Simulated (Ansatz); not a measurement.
Ansatz input

```yaml
crystal:
  lattice:
    - [2.4514152765, 0.0, 0.0]
    - [-1.2257076382, 2.1229879047, 0.0]
    - [0.0, 0.0, 3.9653478828]
  atoms:
    - { symbol: Mn, position: [0.3333333333, 0.6666666667, 0.25], spin: 3.0 }
    - { symbol: Mn, position: [0.6666666667, 0.3333333333, 0.75], spin: 3.0 }
hamiltonian:
  xc: pbesol
  pseudopotentials:
    kind: paw
    azcp:
      Mn: "pseudopotentials/Mn.paw.azcp"
basis:
  ecutwfc: 420
  fft_grid_basis: typed
kpoints:
  mp_grid: { grid: [17, 17, 9], shift: [0, 0, 0] }
magnetization:
  spin_polarized: true
scf:
  occupations: { method: fermi_dirac, width: 0.05 }
  lower_state_search: "off"
output:
  stress: true
  write_density: true
  write_potential: true
  elf: true
  volumetric_format: npy
```

Terminal output

```
Warning: the record states the generating functional pbe (its physics header spells it `PBE`), which answers neither for hamiltonian.xc's functional nor for the pbesol family's — results may be inconsistent (PPs are generated against a specific XC)
Engine: ansatz 0.2.0, aarch64-unknown-linux-gnu
Pseudopotentials: kind: paw
Pseudopotential: Mn, paw, valence charge 15, recommended cutoff 420 eV (normal) 
Functional definition: PBEsol
  exchange = pbesol_x
  correlation = pbesol_c
Crystal: 2 atoms, lattice volume = 20.637 Å³
Basis set: ecut = 420 eV, 391 PW (Γ)
Bands: 22, of which v1, the nominal top of the filled ones, is band 15 counted from 1 (14 counted from 0)
Symmetry: 24 space group operations
Space group: P63/mmc (ITA 194), of the structure as read, at distance tolerance 2.7e-5 Å
Magnetic group: BNS 194.263 (UNI 1493), of the structure as read, at distance tolerance 2.7e-5 Å
k-points: 165 of 2601
Non-local potential: Mn, projectors of the file, l = 0: 3, l = 1: 2, l = 2: 3, l = 3: 1
PAW form: soft (Blöchl's): semilocal exchange-correlation on the pseudo side does not see the compensation charge
PAW frozen core: Mn, regenerated for the run's functional, and the local potential with it (the file was generated under x = pbe(κ = 0.804, μ = 0.2195149727645171), c = pbe(β = 0.06672455060314922))
PAW one-centre angular grid: Mn, 590 points (default); XC on 64 Gauss nodes
Initial density: superposition of atomic densities (chi_scale 0.1, normalization cell)
Starting moments: Σ|m| = 6 μB on 2 of 2 sites
Initial wavefunctions: pseudopotential atomic-orbital guess
Functional: x = pbesol(κ = 0.804, μ = 0.12345679012345678), c = pbesol(β = 0.046)
SCF iter   1: F=—  HF=-7736.609186 eV  |F-HF|=—  |Δ(HF+E_count)|=         —  Δρ=1.95e-1 (↑1.95e-1 ↓9.39e-2)  dr2=2.11e0  dr2_m=3.73e0  M=3.200 μB ∫|m|=3.212 μB  β_m=0.30  ethr=3.10e-3  ⟨swp⟩=3.5  Hψ=25786  notcnv=0
SCF iter   2: F=—  HF=-7736.183891 eV  |F-HF|=—  |Δ(HF+E_count)|=   4.25e-1  Δρ=1.42e-1 (↑1.42e-1 ↓1.04e-1)  dr2=3.73e-1  dr2_m=2.81e0  M=3.488 μB ∫|m|=3.502 μB  β_m=0.30  ethr=3.10e-3  ⟨swp⟩=3.0  Hψ=13307  notcnv=0  defer=316
Mixer restart at iter 2: flushing history
spin-set hold released at iteration 2 (the charge has settled, or the pull on large starting moments outlasts its swing): the magnetisation degrees of freedom join the quasi-Newton model from the next iteration; the mixer history was flushed
SCF iter   3: F=—  HF=-7736.407962 eV  |F-HF|=—  |Δ(HF+E_count)|=   2.24e-1  Δρ=1.05e-1 (↑1.05e-1 ↓1.01e-1)  dr2=2.55e-2  dr2_m=1.99e0  M=3.165 μB ∫|m|=3.180 μB  β_m=0.61  ethr=1.24e-3  ⟨swp⟩=2.2  Hψ=10844  notcnv=0  defer=317
SCF iter   4: F=—  HF=-7737.704790 eV  |F-HF|=—  |Δ(HF+E_count)|=    1.30e0  Δρ=1.34e-1 (↑1.34e-1 ↓3.21e-2)  dr2=1.90e0  dr2_m=1.12e0  M=1.513 μB ∫|m|=1.546 μB  β_m=0.42  ethr=8.49e-5  ⟨swp⟩=3.5  Hψ=19453  notcnv=0  defer=313
SCF iter   5: F=—  HF=-7737.483609 eV  |F-HF|=—  |Δ(HF+E_count)|=   2.21e-1  Δρ=3.98e-2 (↑2.20e-2 ↓3.98e-2)  dr2=6.31e-2  dr2_m=1.76e-1  M=0.710 μB ∫|m|=0.750 μB  β_m=0.76  ethr=8.49e-5  ⟨swp⟩=3.8  Hψ=19654  notcnv=0  defer=380
...
WARN: the starting moments were not kept: the SCF closed with an absolute magnetisation of 5.9e-6 μB, where they sum to 6 μB in size (2 sites). That is at most 0.1 of that sum. Measured as dr2_m measures the in/out step, that magnetisation stands 2.0e-11 eV from none, at or under the dr2_threshold of 1.0e-7 eV: it is no larger than a step whose dr2_m would equal this threshold. The system may hold no moment; this SCF shows only that its start led to no more than that. To try another start: raise the starting moments (crystal.atoms[].spin, magnetization.per_species, magnetization.initial_magnetization, or on a non-collinear deck that types none of these the spinor_matrix: blocks that start its atoms; where the total moment is fixed, keep their sum and leave initial_magnetization as it is; typed ones take the place of any that the run laid by itself, positive ones on a crystal's lanthanoids without a Hubbard term where scf.initial_density.shell_occupations: [] is typed) or, if the notice of its spin-set hold's release reads "site moments contracting" or "site moments show no strong build", lengthen the hold (scf.mixing.spin_hold: { on: { confirm: 4 } }; for m-r²SCAN on two components see the key's manual first). Each may lead to a state that holds a moment. A second SCF, from the converged charge density, with the starting moments and any scf.initial_density.shell_occupations laid on it anew, would have followed, and was not run: the deck does not ask for one (magnetization.retry_lost_moments is false, the default). To let it run, set magnetization.retry_lost_moments: true and run the deck again, where that key's refused combinations let it; where memory then withholds it, that run's warning says so.
SCF 1 converged in 13 iterations: F = -7737.551716 eV  dr2 = 1.95e-10
SCF converged after 13 iterations
Magnetization: 0.0000 μB (15.0000 up, 15.0000 down)
Absolute magnetization: 0.0000 μB (∫|ρ↑−ρ↓|, with the PAW one-centre terms)
Spin contamination: 0.0000 ħ² per cell (⟨S²⟩ above its minimum at these occupations)
Per-site moments (μB) at R_I (Å): [(2.701243251174697e-6, 1.0048538589010292), (2.701243250985135e-6, 1.0048538589010292)]
Free energy (F): -7737.551716 eV
Harris-Foulkes:  -7737.551716 eV  (|F-HF|=1.96e-10)
Internal energy: -7737.531024 eV  (E = F + TS)
E sigma→0 (E₀):  -7737.541370 eV
Entropy (-TS):   -0.020692 eV (-10.346 meV/atom)
Fermi energy:    21.011859 eV
--- Per-component energies (eV) ---
  E_band       = -288.663619
  E_kinetic    = 620.187371
  E_local      = -3038.147583  (includes V_loc(G=0)·N_el)
  E_nonlocal   = 474.769763
  E_hartree    = 1267.462880
  E_xc         = -231.545441
  E_vxc        = -297.929510  (∫ρ·V_xc dr)
  E_paw        = -2532.487333  (= ΣΔE_a)
  E_vpaw       = -582.470414  (= ΣTr[D̂ρ^β])
  E_aug_tail   = -0.000018  (compensation charges beyond the density's cutoff)
  E_ewald      = -4298.109961
  E_core_change = 0.339301  (= ΣΔE_core)
  E_smearing   = -0.020692  (= −TS)
  E_closure    = 0.000000  (closes the sum)
  Σ components = -7737.551716   (vs F -7737.551716, Δ=0.00e0)
--- Stress (GPa, compression-positive) ---
        0.102911      -0.000000       0.000000
       -0.000000       0.102911      -0.000000
        0.000000      -0.000000      -0.086761
  P = ⅓ Tr σ = 0.0397 GPa (0.397 kbar)
--- Band table (eV; the first three rows and the last of 330) ---
  k-point 0 ↑: bands = ["-57.9018", "-57.7077", "-27.1397", "-26.3706", "-26.3706", "-26.2499", "-26.2499", "-26.2357", "12.5902", "16.3468", "19.9911", "20.0020", "20.0020", "20.5106", "20.5106", "21.0672", "21.0672", "21.7687", "22.7437", "22.7437", "30.7405", "41.9772"]
  k-point 1 ↑: bands = ["-57.8960", "-57.7136", "-27.1133", "-26.3670", "-26.3670", "-26.2639", "-26.2536", "-26.2536", "12.7280", "16.3339", "19.9362", "19.9538", "19.9538", "20.4559", "20.4559", "21.1858", "21.1858", "21.3899", "22.7394", "22.7394", "31.3330", "41.8306"]
  k-point 2 ↑: bands = ["-57.8793", "-57.7306", "-27.0371", "-26.3565", "-26.3565", "-26.3448", "-26.2641", "-26.2641", "13.1306", "16.2488", "19.7862", "19.8720", "19.8720", "20.3150", "20.3150", "20.5588", "21.4691", "21.4691", "22.7072", "22.7072", "32.8395", "41.4426"]
  k-point 164 ↓: bands = ["-57.6720", "-57.6698", "-26.9582", "-26.9510", "-26.7747", "-26.7285", "-26.4029", "-26.3947", "17.7563", "17.9132", "18.3235", "18.3329", "19.3228", "19.3590", "20.9615", "21.2073", "22.7894", "22.8528", "28.6790", "28.7361", "30.7446", "31.4516"]
```
